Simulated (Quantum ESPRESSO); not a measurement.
# Kohn-Sham bands of RbIO₃ (R3m)

```
RbIO3
1.0
    3.18773     1.84044     2.62211
   -3.18773     1.84044     2.62211
    0.00000    -3.68087     2.62211
Rb I O
1 1 3
Direct
  0.51564   0.51564   0.51564
  0.00105   0.00105   0.00105
  0.03653   0.60194   0.03653
  0.03653   0.03653   0.60194
  0.60194   0.03653   0.03653
```

Cell from Materials Project (mp-27193), symmetrised, no further relaxation. Not found in the COD (Crystallography Open Database) copy used; not checked further. Method: PBEsol plane waves in Quantum ESPRESSO 7.5 (PseudoDojo norm-conserving files, 68 Ry, no spin polarisation, no spin-orbit coupling), Bloch states on a 6×6×6 mesh through Γ, Wannier90 4.0.1. Density: 8×8×8 mesh, cold smearing 0.01 Ry. Spin-orbit coupling is left out although heavy elements are present.

Energies are relative to the valence-band maximum; weights are on the orthonormalised atomic waves of the pseudopotential files, averaged over the group. 34 electrons a cell are treated as valence.

### Question
Into which isolated groups do the bands fall, where do they lie and what are they made of?

### Answer
| bands | from (eV) | to (eV) | filling | weight on atomic waves |
|---|---|---|---|---|
| 1 | -24.39 | -24.36 | filled | Rb 4s 99 % |
| 2 | -20.06 | -19.59 | filled | O 2s 51 %, I 5s 32 %, O 2p 8 % |
| 3–4 | -17.26 | -16.92 | filled | O 2s 82 %, I 5p 14 % |
| 5 | -11.67 | -9.26 | filled | I 5s 40 %, O 2s 33 %, O 2p 17 % |
| 6–8 | -8.67 | -8.42 | filled | Rb 4p 97 % |
| 9–11 | -6.04 | -3.52 | filled | O 2p 57 %, I 5p 30 %, O 2s 9 % |
| 12–17 | -2.49 | 0.00 | filled | O 2p 92 % |
| 18–20 | 2.78 | 6.86 | empty | I 5p 46 %, O 2p 33 %, O 2s 6 % |

The Kohn-Sham gap over both meshes and the path is 2.77 eV.
